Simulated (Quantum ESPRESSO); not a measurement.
## One change at a time to MgW7

Calculated results; nothing here was measured. They come from Quantum ESPRESSO 7.5, a public plane-wave density functional program. Each row is one single-point run on a made-up periodic cell of eight metal atoms, with elements, volume, strain and displacements drawn at random and not relaxed, so a cell may be unstable or far from any real phase. There is no spin polarisation or spin-orbit coupling.

Settings: PBE unless stated; PseudoDojo standard norm-conserving files; Fermi-Dirac width 0.25 eV, which means electrons at about 2900 K; cutoff 1143 eV; 5 x 5 x 5 k mesh shifted half a step off Gamma. E is the free energy of the whole cell (internal energy minus TS), so a -TS column is already part of it. Stress is positive in tension, and the pressure P is minus a third of its trace.

Checks: one run of this series was repeated at a higher cutoff and on a denser mesh, which moved values by no more than 0.002 eV, 0.02 GPa and 0.006 eV/Å, and a second program with other atomic files agreed on it to 2 % rms in force and 0.5 GPa in pressure. Known limits: heavy elements are run without spin-orbit coupling, which real alloys of them have; a spin test at this wide smearing found no moment, but such smearing suppresses magnetism that the real alloy may have.

The lattice is hexagonal close-packed, and the cell vectors in Å are (2.950, 0.056, 4.763); (2.983, -0.034, -4.784); (-2.948, 5.017, 0.058), a volume of 142.38 Å³ in run 1. The elements on sites 1 to 8 are W W W Mg W W W W. Each later run makes one change to run 1 and keeps the rest. E is counted from run 1, and is n/a where other atomic files have another zero of energy.

| run | change | V (Å³) | P (GPa) | -TS (eV) | rms force (eV/Å) | largest change of a force component (eV/Å) | E (eV) |
|---|---|---|---|---|---|---|---|
| 1 | none | 142.38 | -12.81 | -1.821 | 0.577 | 0.000 | 0.000 |
| 2 | sites 3 and 4 exchanged | 142.38 | -13.37 | -1.888 | 0.699 | 1.246 | 0.296 |
| 3 | all lengths scaled by +1.47 % | 148.76 | -19.91 | -1.915 | 0.497 | 0.356 | ? |
| 4 | LDA in place of PBE | 142.38 | -23.69 | -1.846 | 0.514 | 0.320 | n/a |
| 5 | Ga on site 3 | 142.38 | -14.32 | -1.557 | 0.642 | 0.899 | n/a |
| 6 | site 4 moved by -0.11 Å along y | 142.38 | -13.00 | -1.824 | 0.485 | 0.880 | -0.070 |

## Worked estimate

Along a uniform scaling dE = -P dV. The mean of the two pressures is -16.360 GPa and the volume changes by 6.38 Å³, with 160.2 GPa to one eV/Å³. The same two rows give -V dP/dV = 162 GPa for this cell with clamped atoms, which is not the bulk modulus of a real alloy.

## Withheld value

Question: what E should run 3 give?

The estimate is 0.651 eV. The calculation gave 0.656 eV. The mean of two end points misses the curvature of P, and the finite cutoff adds a little.
